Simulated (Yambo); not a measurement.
A G0W0@PBEsol run in Yambo for MgS (rock salt, space group Fm-3m, No. 225) (6×6×6 Γ-centred k mesh, bands 5 to 80 and a 10 Ry block in the screening, 80 bands in G with the Bruneval-Gonze terminator, plasmon pole fitted at 27.2 eV) gives these matrix elements, in eV, at the band edges (Γ → X):

| state | E0 | <Vxc> | <Σx> | <Σc(E0)> | Z |
|---|---|---|---|---|---|
| valence edge | 0.000 | -13.278 | -16.296 | 1.556 | 0.784 |
| conduction edge | 2.726 | -10.573 | -6.309 | -3.443 | 0.819 |

Problem. Solve the linearised quasiparticle equation for both states, give the gap, and say how exchange and correlation each act on it.

Solution. E = E0 + Z(Σx + Σc − Vxc). Valence: 0.000 + 0.784 × (-16.296 + (1.556) − (-13.278)) = -1.15 eV. Conduction: 2.726 + 0.819 × (-6.309 + (-3.443) − (-10.573)) = 3.40 eV. The gap is 4.54 eV, against 2.73 eV in PBEsol. Replacing Vxc by bare exchange alone would open it by 7.28 eV; correlation takes back 5.00 eV of that, and Z scales what is left. Nearest settings tried, and what they do to the gap: 49 bands in G: +1 meV; 49 bands in W, 49 bands in G: -33 meV; 8 Ry block (113 vectors against 169): -44 meV. Not varied: mesh. So the settings aren't converged at that level. 

Geometry relaxed with PBEsol; primitive cell a = b = c = 3.665 Å, α = β = γ = 60.00°.
